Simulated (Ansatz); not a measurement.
Au (fcc, Cu type)

```
Au
1.0
    0.00000     2.06204     2.06204
    2.06204     0.00000     2.06204
    2.06204     2.06204     0.00000
Au
1
Direct
  0.00000   0.00000   0.00000
```

E(V) scan at fixed shape, V₀ the volume above. Symmetry pins the atoms to their sites.

Level of theory: r2SCAN (plane waves to 500 eV, PAW, scalar-relativistic; Ansatz, a first-principles code). k mesh 20×20×20 (Γ-centred), Fermi-Dirac smearing 0.05 eV. The energy includes the smearing's −TS. Compression counts positive. Au was relaxed with its symmetry unable to fall. Spin-orbit coupling is left out, though Au is heavy. The zero of ΔE is the relaxed starting cell. The last digit holds for this mesh only.

| V (Å³/atom) | ΔE (meV/atom) |
|---|---|
| 15.782 | 108.5 |
| 16.220 | withheld |
| 16.659 | 24.2 |
| 17.097 | 5.8 |
| 17.536 | 0.0 |
| 17.974 | 4.8 |
| 18.412 | 18.6 |
| 18.851 | 39.8 |
| 19.289 | 67.2 |

Task: Fit a third-order Birch-Murnaghan form (E₀, V₀, B₀, B₀′ free) to the given rows and predict ΔE at V = 16.220.

Result: Least squares on the 8 given rows: ΔE = E₀ + (9V₀B₀/16)·y²·[2 + (B₀′ − 4)y], y = (V₀/V)^(2/3) − 1, with V₀ = 17.543 Å³/atom, B₀ = 154.2 GPa (160.2 GPa = 1 eV/Å³; the term in eV is multiplied by 1000), B₀′ = 5.91, E₀ = 0.02 meV/atom; root-mean-square residual 0.03 meV/atom. At 16.220 the fit gives 57.5 meV/atom; the calculation gives 57.5 meV/atom, the same to the digits shown. For the pressure the fit gives 15.2 GPa against the computed 15.2 GPa.

(Under strain, the slope of the energy per volume gives the stress and its curvature an elastic modulus.)
